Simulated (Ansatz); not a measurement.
Ga:
```yaml
crystal:
  lattice:
    - [3.82686, -2.28481, 0.00000]
    - [3.82686, 2.28481, 0.00000]
    - [0.00000, 0.00000, 4.54366]
  atoms:
    - { symbol: Ga, position: [0.98955, 0.33463, 0.25000] }
    - { symbol: Ga, position: [0.01045, 0.66537, 0.75000] }
    - { symbol: Ga, position: [0.33463, 0.98955, 0.75000] }
    - { symbol: Ga, position: [0.66537, 0.01045, 0.25000] }
```

Relaxed with PBEsol. Special points in fractions of this cell's reciprocal vectors: Γ (0.000, 0.000, 0.000); Y (0.500, 0.500, 0.000); F0 (0.339, 0.661, 0.000); Δ0 (-0.339, 0.339, 0.000); Z (0.000, 0.000, 0.500); B0 (-0.339, 0.339, 0.500); G0 (0.339, 0.661, 0.500); T (0.500, 0.500, 0.500); S (0.000, 0.500, 0.000); R (0.000, 0.500, 0.500).

List the band energies nearest the Fermi level at these points for the program Ansatz at the PBEsol level (PAW).

In eV from the Fermi level; about four levels below and three above (degenerate sets whole), none deeper than 8.9 eV; points with the same levels are listed once.

```json
[
 {"k": "Γ", "below": "-3.33 -2.27 -1.94 -1.01", "above": "0.94 1.14 2.54"},
 {"k": "Y", "below": "-4.18 -2.71 -1.87 -1.80", "above": "0.41 1.18 3.50"},
 {"k": "F0", "below": "-1.20 -0.99 -0.57 -0.14", "above": "0.29 3.16 3.21"},
 {"k": "Z", "below": "-0.50 -0.50 -0.13 -0.13", "above": "0.08 0.08 2.97 2.97"},
 {"k": "B0", "below": "-6.36 -6.36 -3.28 -3.28", "above": "4.30 4.30 5.25 5.25"},
 {"k": "T", "below": "-5.58 -5.58 -1.94 -1.94", "above": "0.26 0.26 6.89 6.89"},
 {"k": "S", "below": "-1.28 -0.40 -0.30 -0.13", "above": "3.59 4.43 5.76"},
 {"k": "R", "below": "-6.13 -6.13 -1.48 -1.48", "above": "0.88 0.88 6.85 6.85"}
]
```

Space group Cmcm. The workflow started from a Materials Project entry (that database holds measured and hypothetical structures alike); the Crystallography Open Database files this formula in space group No. 63, but the cells were not matched. It is not the phase usual at ambient conditions (space group No. 64). The cell was relaxed with PBEsol under the symmetry of its start; of distortions, only those at the zone centre were tested. Spin–orbit coupling is left out wherever it is not named.

Potentials: the later of the program's two PAW sets.
